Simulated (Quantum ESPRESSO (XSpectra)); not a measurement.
Quantum ESPRESSO (XSpectra) run for X-ray absorption at the P K edge of MoP (P-6m2). Geometry: Materials Project entry mp-219 (a computed structure). No spin-polarised start was tried. The cell is the entry's, not relaxed again. The ground-state test found no gap over 0.25 eV with this functional, so the cell is neutral with smeared occupations; energies count from the Fermi level. pw.x input:

```
&CONTROL
  calculation = 'scf'
  prefix = 'x'
  pseudo_dir = './pseudo'
  outdir = './out'
/
&SYSTEM
  ibrav = 0
  nat = 24
  ntyp = 3
  ecutwfc = 64
  input_dft = 'PZ'
  occupations = 'smearing'
  smearing = 'mv'
  degauss = 0.02
/
&ELECTRONS
  conv_thr = 2.4e-07
  mixing_beta = 0.4
/
ATOMIC_SPECIES
Ph 30.974 P.lda-tm-gipaw-star1s.UPF
Mo 95.950 Mo.upf
P 30.974 P.lda-tm-gipaw.UPF
CELL_PARAMETERS angstrom
  -1.617379927   -2.801384209   -6.364560000
   3.234759855   -5.602768419    3.182280000
  -6.469519710    0.000000000    3.182280000
ATOMIC_POSITIONS crystal
Mo     0.666666667    0.666666667    0.666666667
Mo     0.333333333    0.833333333    0.833333333
Mo     0.833333333    0.083333333    0.583333333
Mo     0.500000000    0.250000000    0.750000000
Mo     0.166666667    0.416666667    0.916666667
Mo     0.833333333    0.583333333    0.083333333
Mo     0.500000000    0.750000000    0.250000000
Mo     0.166666667    0.916666667    0.416666667
Mo     0.666666667    0.166666667    0.166666667
Mo     0.333333333    0.333333333    0.333333333
Mo     0.000000000    0.500000000    0.500000000
Mo     0.000000000    0.000000000    0.000000000
Ph     0.333333333    0.499999998    0.666666668
P      0.000000000    0.666666665    0.833333335
P      0.500000000    0.916666665    0.583333335
P      0.166666667    0.083333332    0.750000002
P      0.833333333    0.249999998    0.916666668
P      0.500000000    0.416666665    0.083333335
P      0.166666667    0.583333332    0.250000002
P      0.833333333    0.749999998    0.416666668
P      0.333333333    0.999999998    0.166666668
P      0.000000000    0.166666665    0.333333335
P      0.666666667    0.333333332    0.500000002
P      0.666666667    0.833333332    0.000000002
K_POINTS automatic
4 4 4 0 0 0
```

xspectra.x input:

```
&input_xspectra
  calculation = 'xanes_dipole'
  edge = 'K'
  prefix = 'x'
  outdir = './out'
  xonly_plot = .false.
  xiabs = 1
  xcoordcrys = .false.
  xepsilon(1) = 1.0
  xepsilon(2) = 0.0
  xepsilon(3) = 0.0
  xe0 = 17.1034
  xniter = 1500
  xcheck_conv = 50
  xerror = 0.002
  x_save_file = 'x0.sav'
/
&plot
  xnepoint = 451
  xemin = -5.0
  xemax = 40.0
  xgamma = 0.7
  terminator = .true.
  cut_occ_states = .true.
/
&pseudos
  filecore = 'core.wfc'
/
&cut_occ
  cut_desmooth = 0.1
  cut_stepl = 0.01
  cut_ierror = 1e-6
/
5 5 5 1 1 1
```

End of the pw.x output:

```
     5.8819   6.0273   6.0930   6.1405   9.9775  10.0920  10.1815  10.5025
    10.6011  10.7099  10.8587  10.9611  11.1871  11.3179  11.5925  11.6623
    11.7090  11.7407  11.7943  11.8737  12.3192  12.3587  12.5131  12.6572
    12.6687  12.6811  12.7036  12.7120  12.8189  12.9047  13.2930  13.4048
    13.4496  13.6035  13.6355  13.6826  13.6864  13.7011  13.9355  14.0648
    14.8995  14.9596  14.9658  14.9908  15.1110  15.1194  15.5015  15.5393
    15.6952  15.7235  15.8103  15.9152  15.9591  15.9785  15.9948  16.0363
    16.3621  16.3742  16.3844  16.3904  17.5998  17.6054  17.8488  17.9273
    18.4469  18.4581  18.5443  18.5659  18.8725  18.8942  18.9058  18.9123
    19.0004  19.0103  19.1075  19.1458  19.2224  19.2816  19.4933  19.6741
    19.7481  19.7940

     the Fermi energy is    17.1034 ev

!    total energy              =   -1919.30882176 Ry
     estimated scf accuracy    <       0.00000010 Ry
     smearing contrib. (-TS)   =       0.00390909 Ry
     internal energy E=F+TS    =   -1919.31273085 Ry

     The total energy is F=E-TS. E is the sum of the following terms:
     one-electron contribution =    -338.79512641 Ry
     hartree contribution      =     299.10221762 Ry
     xc contribution           =    -356.52719066 Ry
     ewald contribution        =   -1523.09263140 Ry

     convergence has been achieved in  17 iterations

     XML data file, charge density, pseudopotentials, collected wavefunctions
```

xspectra.x output, shortened:

```
... Begin STEP 1 ...

        Radial transition matrix element(s) used in the calculation of the
        initial vector of the Lanczos basis (|tilde{phi}_abs> normalized)
        | For PAW proj. (l=1) #1: radial matrix element =   0.022792577
        | For PAW proj. (l=1) #2: radial matrix element =   0.028950155

NB: the    32 k-point are not all listed below because npool=  4
        |-------------------------------------------------------------
        ! k-point #     1:  (-0.1104, -0.1911, -0.0000),  0.0160,   1
        |-------------------------------------------------------------
 okvan= F
        |   Norm of the initial Lanczos vector: 0.17664932E-01
        !   => CONVERGED at iter    650 with error=  0.00115117
        |-------------------------------------------------------------
        ! k-point #     2:  (-0.2943, -0.2549,  0.0748),  0.0160,   1
        |-------------------------------------------------------------
 okvan= F
        |   Norm of the initial Lanczos vector: 0.17664927E-01
        !   => CONVERGED at iter    600 with error=  0.00181489
        |-------------------------------------------------------------
        ! k-point #     3:  (-0.4782, -0.3186,  0.1496),  0.0160,   1
        |-------------------------------------------------------------
 okvan= F
        |   Norm of the initial Lanczos vector: 0.17664921E-01
        !   => CONVERGED at iter    600 with error=  0.00184095
        |-------------------------------------------------------------

        ...
... Begin STEP 2 ...

     The spectrum is calculated using the following parameters:
        xe0 [eV]:   17.1034
        the occupied states are elimintate from the spectrum
        xemin [eV]:  -5.00
        xemax [eV]:  40.00
        xnepoint:  451
        constant broadening parameter [eV]:    0.700
        Core level energy [eV]:  -2146.
         (from electron binding energy of neutral atoms in X-ray data booklet)

     Cross-section successfully written in xanes.dat

     ... End STEP 2 ...

     xanes        :    386.44s CPU    387.57s WALL (       1 calls)

     -------------------------------------------------------------------------
                                END JOB XSpectra
     -------------------------------------------------------------------------
```

xanes.dat for the field along x, every fifth line (energy in eV, cross section):

```
   -5.000   2.5180e-04
   -4.500   2.8470e-04
   -4.000   3.2570e-04
   -3.500   3.7810e-04
   -3.000   4.4680e-04
   -2.500   5.4050e-04
   -2.000   6.7410e-04
   -1.500   8.7690e-04
   -1.000   1.2130e-03
   -0.500   1.8290e-03
    0.000   2.9790e-03
    0.500   4.6650e-03
    1.000   6.6050e-03
    1.500   8.0500e-03
    2.000   8.4000e-03
    2.500   8.6250e-03
    3.000   8.3880e-03
    3.500   7.7220e-03
    4.000   6.7890e-03
    4.500   5.5920e-03
    5.000   4.5820e-03
    5.500   3.9590e-03
    6.000   3.5210e-03
    6.500   3.2780e-03
    7.000   3.4280e-03
    7.500   3.7000e-03
    8.000   4.1570e-03
    8.500   4.6240e-03
    9.000   4.9830e-03
    9.500   5.1070e-03
   10.000   5.1580e-03
   10.500   5.2950e-03
   11.000   5.3500e-03
   11.500   5.2990e-03
   12.000   4.9780e-03
   12.500   4.3930e-03
   13.000   3.9410e-03
   13.500   3.5830e-03
   14.000   3.2650e-03
   14.500   3.0630e-03
   15.000   3.0140e-03
   15.500   3.1140e-03
   16.000   3.2170e-03
   16.500   3.5890e-03
   17.000   4.3430e-03
   17.500   5.3960e-03
   18.000   6.1550e-03
   18.500   6.1540e-03
   19.000   5.7010e-03
   19.500   5.1620e-03
   20.000   4.8300e-03
   20.500   4.6090e-03
   21.000   4.4230e-03
   21.500   4.2010e-03
   22.000   3.9590e-03
   22.500   3.8990e-03
   23.000   3.7440e-03
   23.500   3.7790e-03
   24.000   3.9340e-03
   24.500   3.9770e-03
   25.000   3.9450e-03
   25.500   3.6960e-03
   26.000   3.5690e-03
   26.500   3.6890e-03
   27.000   4.0500e-03
   27.500   4.2790e-03
   28.000   4.3780e-03
   28.500   4.2350e-03
   29.000   3.7950e-03
   29.500   3.5810e-03
   30.000   3.5070e-03
   30.500   3.4790e-03
   31.000   3.3820e-03
   31.500   3.1680e-03
   32.000   2.9260e-03
   32.500   2.7840e-03
   33.000   2.8000e-03
   33.500   2.8090e-03
   34.000   2.8620e-03
   34.500   2.9670e-03
   35.000   3.1000e-03
   35.500   3.4440e-03
   36.000   3.8490e-03
   36.500   4.1820e-03
   37.000   4.2460e-03
   37.500   4.0470e-03
   38.000   3.8360e-03
   38.500   3.7390e-03
   39.000   3.7490e-03
   39.500   3.6040e-03
   40.000   3.4910e-03
```
